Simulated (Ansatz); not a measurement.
CaHBr:
```
CaHBr
1.0
    3.82554     0.00000     0.00000
    0.00000     3.82554     0.00000
    0.00000     0.00000     8.06894
Ca H Br
2 2 2
Direct
  0.00000   0.50000   0.16001
  0.50000   0.00000   0.83999
  0.50000   0.50000   0.00000
  0.00000   0.00000   0.00000
  0.00000   0.50000   0.67525
  0.50000   0.00000   0.32475
```

Relaxed with r²SCAN+D4. Special points in fractions of this cell's reciprocal vectors: Γ (0.000, 0.000, 0.000); X (0.000, 0.500, 0.000); M (0.500, 0.500, 0.000); Z (0.000, 0.000, 0.500); R (0.000, 0.500, 0.500); A (0.500, 0.500, 0.500).

Question: List the band energies nearest the valence-band maximum at these points for r²SCAN+D4 with spin–orbit coupling in the plane-wave PAW code Ansatz.

Answer: In eV from the valence-band maximum; about four levels below and three above (degenerate sets whole), none deeper than 8.9 eV; points with the same levels are listed once.

| k | below | above |
|---|---|---|
| Γ | -0.69 -0.69 -0.16 -0.16 | 4.60 4.60 5.26 5.26 |
| X | -0.34 -0.34 -0.34 -0.34 | 5.02 5.02 5.02 5.02 |
| M | -1.12 -1.12 -1.12 -1.12 | 4.66 4.66 4.66 4.66 |
| Z | -0.15 -0.15 0.00 0.00 | 4.50 4.50 5.14 5.14 |
| R | -0.81 -0.81 -0.81 -0.81 | 5.39 5.39 5.39 5.39 |
| A | -1.07 -1.07 -1.07 -1.07 | 5.41 5.41 5.41 5.41 |

Space group P4/nmm. The first step of the workflow began from a Materials Project structure, measured or hypothetical; the Crystallography Open Database files this formula in space group No. 129, but the cells were not matched. Its standing as an ambient phase is unchecked. The cell was relaxed with r²SCAN+D4 under the symmetry of its start; its stability against distortions is not shown here.

Potentials: the later of the program's two PAW sets.
